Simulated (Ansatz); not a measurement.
Hf:
```
CELL_PARAMETERS angstrom
      0.00000     3.18473     3.18473
      3.18473     0.00000     3.18473
      3.18473     3.18473     0.00000
ATOMIC_POSITIONS crystal
  Hf 0.00000 0.00000 0.00000
  Hf 0.25000 0.25000 0.25000
```

Relaxed with PBEsol. Special points in fractions of this cell's reciprocal vectors: Γ (0.000, 0.000, 0.000); X (0.500, 0.000, 0.500); U (0.625, 0.250, 0.625); K (0.375, 0.375, 0.750); L (0.500, 0.500, 0.500); W (0.500, 0.250, 0.750).

Q: List the band energies nearest the Fermi level at these points for PBEsol in the plane-wave PAW code Ansatz.

A: In eV from the Fermi level; about four levels below and three above (degenerate sets whole), none deeper than 8.9 eV; points with the same levels are listed once.

| k | below | above |
|---|---|---|
| Γ | -5.28 -0.45 -0.45 | 0.15 0.15 0.15 |
| X | -1.49 -1.49 -1.04 -1.04 | 0.31 0.31 2.19 2.19 |
| U | -1.38 -1.21 -0.69 -0.12 | 1.25 1.59 2.03 |
| L | -3.01 -0.96 -0.40 -0.40 | 0.04 0.17 0.17 |
| W | -1.48 -1.48 -1.10 -1.10 | 0.99 0.99 1.18 1.18 |

Space group Fd-3m (diamond). The start of the workflow was typed in or built on a structure type; neither database checked (COD, Materials Project) lists it. It is not the phase usual at ambient conditions (space group No. 194). The PBEsol relaxation kept the symmetry of its start. At this level the phase is mechanically unstable. The run is not spin-polarised. Spin–orbit coupling is left out wherever it is not named.

Potentials: the later of the program's two PAW sets.
